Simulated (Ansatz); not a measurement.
The guess for SiW4 was made by a generator: random cell by space group and Wyckoff sites (P4/mmm, No. 123). Lengths were set from tabulated atomic sizes, so they are only a guess.

```
Si W
1.0
     4.61164    0.00000    0.00000
     0.00000    4.61164    0.00000
     0.00000    0.00000    4.38662
Si W
1 4
Direct
  0.00000 0.00000 0.00000
  0.19855 0.50000 0.50000
  0.80145 0.50000 0.50000
  0.50000 0.19855 0.50000
  0.50000 0.80145 0.50000
```

Theory: DFT PBE, scalar-relativistic, plane waves, PAW in Ansatz 0.2.0. Cutoff 420 eV, Gaussian smearing, Γ-centred meshes. Cell and atoms relax first on a coarse mesh and then on a finer one. In between, the cell is made exact in the group found at 0.06 Å. In metals the finer mesh still leaves noise of several meV/atom or more. The steps can't lower the symmetry of their start. No spin polarisation.

A guess keeps its type if space group and coordination stay and the shape of the cell changes little (axis ratios within about 15 %, angles within 6°); the volume may change.

Q: Does this structure survive the relaxation?

A: It doesn't keep its type. The symmetry stays P4/mmm (No. 123). The volume per atom grows by 6.1 %, from 18.7 to 19.8 Å³. The shortest distance goes from 1.83 Å (W–W) to 2.50 Å (W–W). The ratio c/a of the conventional cell changes by a factor of 0.45. Counting neighbours within 15 % of an atom's shortest distance, the start has Si 16, W 3 and the end Si 2, W 5. In detail, at the end around Si lie 2 Si at 2.65 Å and 16 W at 3.56 Å; W has 5 W at 2.50–2.65 Å.

```
CELL_PARAMETERS angstrom
6.11575 0.00000 0.00000
0.00000 6.11575 0.00000
0.00000 0.00000 2.64532
ATOMIC_POSITIONS crystal
Si 0.00000 0.00000 0.00000
W 0.20399 0.50000 0.50000
W 0.79601 0.50000 0.50000
W 0.50000 0.20399 0.50000
W 0.50000 0.79601 0.50000
```

The last run used a 6×6×14 mesh (in the run's order of axes) for its 5-atom cell and Gaussian smearing of 0.10 eV. These runs have no spin–orbit coupling, which can matter for W. Symmetry constrained the relaxation, so the result can be a saddle point. Another cell of SiW4 relaxed alike, in C2/m, lies 1.50 eV/atom lower, so this cell isn't the stable form at this level.
